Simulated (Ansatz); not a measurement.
BeS:
```xyz
8
Lattice="5.9213 0.0000 0.0000 0.0000 3.4850 0.0000 0.0000 0.0000 5.9692" Properties=species:S:1:pos:R:3 pbc="T T T"
Be     0.8600     0.8712     5.4034
Be     2.1006     2.6137     2.4188
Be     5.0613     2.6137     0.5658
Be     3.8207     0.8712     3.5504
S      4.6338     0.8712     5.4617
S      4.2482     2.6137     2.4771
S      1.2876     2.6137     0.5075
S      1.6731     0.8712     3.4921
```

Relaxed with r²SCAN+D4.

Q: Give the Bader charges and basin volumes of the independent atoms, r²SCAN+D4 (plane waves, PAW; program Ansatz).

A: 

| atom | Bader charge (e) | Bader volume (Å³) |
|---|---|---|
| Be1 | +1.68 | 2.0 |
| S5 | -1.68 | 28.8 |

Space group Pnma. The start of the workflow was typed in or built on a structure type; neither database checked (COD, Materials Project) lists it. COD files the formula under space group No. 216. Its standing as an ambient phase is unchecked. Symmetry was held in the r²SCAN+D4 relaxation; whether a distortion lowers the energy is not shown. The volume moved by 24 % from the start of the relaxation.

Potentials: the earlier of the program's two PAW sets. The files were generated under PBE; for other functionals the program regenerates the frozen cores, and for LDA and PBEsol the local potential too.
